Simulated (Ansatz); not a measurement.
Input and command of a calculation in Ansatz (plane waves; scalar-relativistic PAW potentials unless the input names others):

```yaml
crystal:
  lattice:
    - [0.0, 2.08969722, 2.08969722]
    - [2.08969722, 0.0, 2.08969722]
    - [2.08969722, 2.08969722, 0.0]
  atoms:
    - { symbol: Ti, position: [0.0, 0.0, 0.0] }
    - { symbol: H, position: [0.5, 0.5, 0.5] }
basis:
  ecutwfc: 420
kpoints:
  mp_grid: { grid: [30, 30, 30] }
hamiltonian:
  xc: pbesol
scf:
  occupations: { method: gaussian, width: 0.15 }
output:
  forces: true
  eigenvalues: true
  stress: true
```

```bash
ansatz run input.yaml --threads 1 --pin off --max-ram 1228MiB --backend cpu --events-out ev --progress --plain --runs-dir out
```

Abridged log:
```
Basis set: ecut = 420 eV, 339 PW (Γ), exchange–correlation on 40×40×40 points (8 copies of the dense FFT grid, shifted against one another)
Bands: 11, of which v1, the nominal top of the filled ones, is band 7 counted from 1 (6 counted from 0)
Symmetry: 48 space group operations
k-points: 752 of 27000
SCF iter   1: F=—  HF=-2490.349611 eV  |F-HF|=—  |Δ(HF+E_count)|=         —  Δρ=9.90e-3  dr2=1.42e-2  ethr=1.77e-3  ⟨swp⟩=4.3  Hψ=42528  notcnv=0
SCF iter   2: F=—  HF=-2490.344932 eV  |F-HF|=—  |Δ(HF+E_count)|=   4.68e-3  Δρ=3.22e-3  dr2=1.40e-3  ethr=1.09e-4  ⟨swp⟩=2.9  Hψ=20117  notcnv=0  defer=29
SCF iter   3: F=—  HF=-2490.344614 eV  |F-HF|=—  |Δ(HF+E_count)|=   3.18e-4  Δρ=1.34e-3  dr2=2.45e-4  ethr=1.08e-5  ⟨swp⟩=2.2  Hψ=10531  notcnv=0  defer=29
SCF iter   4: F=—  HF=-2490.344573 eV  |F-HF|=—  |Δ(HF+E_count)|=   4.11e-5  Δρ=3.16e-4  dr2=4.57e-6  ethr=1.88e-6  ⟨swp⟩=2.9  Hψ=12518  notcnv=0  defer=29
SCF iter   5: F=—  HF=-2490.344578 eV  |F-HF|=—  |Δ(HF+E_count)|=   5.24e-6  Δρ=1.38e-5  dr2=1.21e-8  ethr=3.52e-8  ⟨swp⟩=2.0  Hψ=13038  notcnv=0  defer=29
SCF iter   6: F=-2490.344578 eV  HF=-2490.344578 eV  |F-HF|=4.41e-11  |Δ(HF+E_count)|=   2.04e-9  Δρ=8.82e-7  dr2=1.14e-10  ethr=9.29e-11  ⟨swp⟩=2.4  Hψ=25989  notcnv=0
SCF 1 converged in 6 iterations: F = -2490.344578 eV  dr2 = 1.14e-10
SCF converged after 6 iterations
Free energy (F): -2490.344578 eV
Harris-Foulkes:  -2490.344578 eV  (|F-HF|=4.41e-11)
Internal energy: -2490.323288 eV  (E = F + TS)
E sigma→0 (E₀):  -2490.333933 eV
Entropy (-TS):   -0.021290 eV (-10.645 meV/atom)
Fermi energy:    13.563921 eV
--- Forces (eV/Å), atoms counted from 1 ---
  atom   1  Ti     0.00000000     0.00000000     0.00000000
  atom   2  H      0.00000000     0.00000000     0.00000000
--- Stress (GPa, compression-positive) ---
       -3.681517       0.000000       0.000000
        0.000000      -3.681517       0.000000
        0.000000       0.000000      -3.681517
  P = ⅓ Tr σ = -3.6815 GPa (-36.815 kbar)
```

Apart from outputs and empty bands, the input differs from a reference run on usual settings in kpoints.mp_grid.grid: [20, 20, 20] → [30, 30, 30]. The reference, at the same geometry (not necessarily relaxed), gave pressure -3.69 GPa, largest force 0.000 eV/Å, no gap on the mesh. This run converged in 6 SCF iterations (reference: 6) with an energy at zero smearing 0.03 meV/atom above the reference's, pressure -3.68 GPa, largest force 0.000 eV/Å, no gap on the mesh.

It took 16 s on 1 thread of Arm Neoverse N1, with other jobs on the host, peak memory 0.45 GiB.